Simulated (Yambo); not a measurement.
Yambo run on a free-standing CaHBr monolayer (symmetry P4/nmm, slab cell 19.6 Å high). The wavefunctions are PBEsol (Quantum ESPRESSO, PseudoDojo norm-conserving, 72 Ry, without SOC) ones on a 4×4×1 mesh (18 occupied bands); a = 3.773 Å, b = 3.773 Å, c = 19.600 Å, α = 90.00°, β = 90.00°, γ = 90.00°.

Yambo input:

```
rim_cut
gw0
dyson
el_el_corr
HF_and_locXC
ppa
em1d
rim_w
RandQpts= 1000000
RandGvec= 2 Ry
CUTGeo= "slab z"
EXXRLvcs= 72 Ry
VXCRLvcs= 288 Ry
Chimod= "HARTREE"
% BndsRnXp
 1 | 187 |
%
NGsBlkXp= 7 Ry
% LongDrXp
 1.0 | 1.0 | 0.0 |
%
RandGvecW= 737 mRy
PPAPntXp= 27.2114 eV
% GbndRnge
 1 | 119 |
%
GTermKind= "BG"
DysSolver= "n"
ExtendOut
% QPkrange
 1 | 1 | 18 | 19 |
%
```

k points by index: 1 = Γ.

Table of the .qp output:

```
#    K-point    Band    Eo [eV]    E [eV]    E-Eo [eV]    Vxc [eV]    Vnlxc [eV]    Sc|Eo [eV]    Sc|E [eV]    dSc/dw|Eo [eV]    Re(Z)    Im(Z)
#
    1    18    0.000000    -1.213562    -1.213562    -11.48650    -14.13973    1.154233    1.439667    -6.399520    0.809597    -0.001640
    1    19    4.090144    5.882700    1.792556    -11.82419    -6.183338    -3.487667    -3.848296    -5.473870    0.832525    -0.001514
```
(The two width columns are left out.) Convergence of these settings isn't established.

Geometry relaxed with PBEsol.

This is a model layer cut from the bulk structure; whether it is stable on its own was not checked.
